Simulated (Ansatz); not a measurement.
Values for one crystal, relaxed and computed with DFT-r²SCAN in the program Ansatz with PAW potentials; other levels are named.

- Volume per atom = 15.22 Å³
- Electronic character = metallic (no gap)
- Formation energy from the elements (no fitted shifts) = 0.043 eV/atom
- Density of states at the Fermi level = 1.7 states/eV per atom (mean over ±0.08 eV)

Task: Which of these materials gives this?
(A) YPt3, I4/mmm (Pt on 2b, Pt on 4d, Y on 2a)
(B) BePt, L1₀ or tetragonal B2
(C) IrPt11, Pm (Pearson symbol mP12)
(D) CoPtRh, P3m1 (Co on 1a, Pt on 1b, Rh on 1c)

Result: C, IrPt11, Pm (Pearson symbol mP12)

The start of the workflow was typed in or built on a structure type; neither database checked (COD, Materials Project) lists it. Whether it is the stable phase at ambient conditions was not checked. Symmetry was held in the r²SCAN relaxation; whether a distortion lowers the energy is not shown. No spin polarisation was allowed. The references are the lowest solids computed at this level, not always the standard phases. Scalar-relativistic: spin–orbit coupling is off unless named, which matters more the heavier the elements.

Potentials: the earlier of the program's two PAW sets. The files were generated under PBE; for other functionals the program regenerates the frozen cores, and for LDA and PBEsol the local potential too.
